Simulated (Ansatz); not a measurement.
Consider the following.

TaC:
```
CELL_PARAMETERS angstrom
      3.00252     0.00000     0.00000
     -1.50126     2.60026     0.00000
      0.00000     0.00000     2.84276
ATOMIC_POSITIONS crystal
  Ta 0.66667 0.33333 0.00000
  C  0.00000 0.00000 0.50000
```

This is the LDA-relaxed structure. Cartesian axes are those of the cell as given.

Q: All from DFT-LDA in the program Ansatz with PAW potentials, unless another level is named. Give the Poisson's ratio.

A: 0.30.

Q: Give the elastic constants (relaxed ions, GPa).

A: C11 = 557, C12 = 195, C13 = 154, C33 = 815, C44 = 89.6.

Space group P-6m2. The first step of the workflow began from a Materials Project structure, measured or hypothetical; the Crystallography Open Database copy checked does not list it. It is not the phase usual at ambient conditions (space group No. 225). The LDA relaxation kept the symmetry of its start; of distortions, only those at the zone centre were tested. The run is not spin-polarised. As this level gives no gap, shear constants depend on the k-mesh and smearing (Fermi–Dirac, 0.1 eV here). On the denser mesh and wider smearing of the elastic run this cell carries a stress of 0.3 GPa. Scalar-relativistic: spin–orbit coupling is off unless named, which matters more the heavier the elements.

Potentials: the later of the program's two PAW sets.
